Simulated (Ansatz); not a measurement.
Vibrations of Li (Fm-3m) by finite displacements

```
Li
1.0
     0.00000    2.15928    2.15928
     2.15928    0.00000    2.15928
     2.15928    2.15928    0.00000
Li
1
Direct
  0.00000 0.00000 0.00000
```

Level of theory, where no other is named: PBEsol, all-electron LAPW in Ansatz 0.2.0, scalar-relativistic. k mesh 20×20×20, Fermi-Dirac smearing of 0.050 eV, basis error target 0.5 meV/atom. The cell was relaxed by PAW under this functional, which moved its volume by -6 % from the database entry's. The structure is one entry of a database and needn't be the stable phase.

Atoms are displaced by 0.01 Å in the smallest supercells that hold the wave vectors of a 4×4×4 mesh. Negative values stand for unstable modes.

Task: What are the phonon energies at the solved wave vectors, in cm⁻¹?

Result: 

| q | point | modes (cm⁻¹) |
| --- | --- | --- |
| 0.250 0.000 0.000 | – | 86.4 (×2), 232.9 |
| 0.500 0.000 0.000 | L | 127.6 (×2), 318.5 |
| 0.250 0.250 0.000 | – | 162.2 (×2), 208.0 |
| 0.500 0.250 0.000 | – | 184.7, 244.3, 312.1 |
| -0.250 0.250 0.000 | – | 127.7, 263.1, 272.9 |
| 0.500 0.500 0.000 | X | 241.9 (×2), 347.5 |
| -0.250 0.500 0.250 | W | 222.7, 309.6 (×2) |

Task: Is the structure dynamically stable at these wave vectors?

Result: Yes, no mode is unstable there; wave vectors off this mesh aren't tested.

Task: How well do frozen-core PAW files reproduce these all-electron values?

Result: With a cutoff of 420 eV and displacements of 0.0025 Å, the r.m.s. difference over the modes is 0.0 cm⁻¹; the largest difference is 273.0 (PAW) against 272.9 cm⁻¹ (LAPW).

Task: The cell is scaled evenly to 19.531 and 20.739 Å³ (from 20.135), with free atoms relaxed and the shape held. What are the mode Grüneisen parameters γ = −d ln ω/d ln V?

Result: For the highest mode, 360.4 cm⁻¹ in the small cell and 335.2 in the large one give γ ≈ 1.21. From the change of the dynamical matrix on each mode:

```
       point   cm⁻¹     γ
    0.25/0/0   86.4  0.28
    0.25/0/0  232.9  1.09
           L  127.6  0.45
           L  318.5  1.31
 0.25/0.25/0  162.2  0.50
 0.25/0.25/0  208.0  1.13
  0.5/0.25/0  184.7  0.41
  0.5/0.25/0  244.3  1.00
  0.5/0.25/0  312.1  1.18
-0.25/0.25/0  127.7  0.47
-0.25/0.25/0  263.1  0.98
-0.25/0.25/0  272.9  1.21
           X  241.9  0.60
           X  347.5  1.21
           W  222.7  1.02
           W  309.6  1.08
```

Weighted by the modes' heat capacities at 300 K, the mean on this mesh is 0.80; it moves with the q mesh, and a coarse one overweights the zone boundary.

Dispersion interpolated along Gamma–X–U–K–Gamma–L–W–X (exact only at the mesh points), cm⁻¹:

```tsv
distance (Å⁻¹)	ω1	ω2	ω3
0.000	0	0	0
0.485	118	118	134
0.970	200	200	277
1.455	242	242	348
1.626	237	249	346
1.798	223	266	341
1.969	203	282	331
2.266	203	290	318
2.563	203	290	318
2.860	203	282	331
3.375	128	263	273
3.889	26	138	176
4.404	0	0	0
4.824	57	57	166
5.244	110	110	281
5.663	128	128	318
6.006	147	197	318
6.349	193	280	315
6.692	223	310	310
6.935	227	279	332
7.177	237	252	344
7.420	242	242	348
```

Limits of these numbers: responses of metals move with mesh and smearing; the frozen-core PAW files of the compared runs were fitted under PBE, their cores solved anew for this functional.
